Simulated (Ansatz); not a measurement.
Bi₂HSe₃:
```yaml
crystal:
  lattice:
    - [2.24817, 1.29798, 9.16008]
    - [-2.24817, 1.29798, 9.16008]
    - [0.00000, -2.59596, 9.16008]
  atoms:
    - { symbol: Se, position: [0.99446, 0.99446, 0.99446] }
    - { symbol: Bi, position: [0.60758, 0.60758, 0.60758] }
    - { symbol: Bi, position: [0.39703, 0.39703, 0.39703] }
    - { symbol: Se, position: [0.22202, 0.22202, 0.22202] }
    - { symbol: Se, position: [0.77625, 0.77625, 0.77625] }
    - { symbol: H, position: [0.16833, 0.16833, 0.16833] }
```

Relaxed with r²SCAN+D4. Special points in fractions of this cell's reciprocal vectors: Γ (0.000, 0.000, 0.000); T (0.500, 0.500, 0.500); H2 (0.820, 0.180, 0.500); H0 (0.500, -0.180, 0.180); L (0.500, 0.000, 0.000); S0 (0.340, -0.340, 0.000); S2 (0.660, 0.000, 0.340); F (0.500, 0.000, 0.500).

Question: List the band energies nearest the Fermi level at these points for r²SCAN+D4 (plane waves, PAW; program Ansatz).

Answer: In eV from the Fermi level; about four levels below and three above (degenerate sets whole), none deeper than 8.9 eV; points with the same levels are listed once.

| k | below | above |
|---|---|---|
| Γ | -2.99 -2.99 -2.81 -2.16 -1.21 | 0.01 0.01 0.54 |
| T | -3.11 -3.11 -2.81 -2.07 -1.29 | 0.21 0.21 0.47 |
| H2 | -3.53 -2.68 -2.43 -1.77 | 0.98 1.48 1.72 |
| L | -2.85 -2.59 -2.08 -0.38 | 1.36 1.74 2.39 |
| S0 | -3.54 -2.59 -2.53 -1.80 | 1.02 1.49 1.71 |
| F | -3.75 -2.84 -2.79 -1.87 | 0.07 1.23 1.76 |

Space group R3m. The start of the workflow was typed in or built on a structure type; neither database checked (COD, Materials Project) lists it. Its standing as an ambient phase is unchecked. The cell was relaxed with r²SCAN+D4 under the symmetry of its start; whether a distortion lowers the energy is not shown. With an odd number of electrons in the cell and no spin polarisation, the count alone makes it a metal. Scalar-relativistic: spin–orbit coupling is off unless named, which matters more the heavier the elements.

Potentials: the later of the program's two PAW sets.
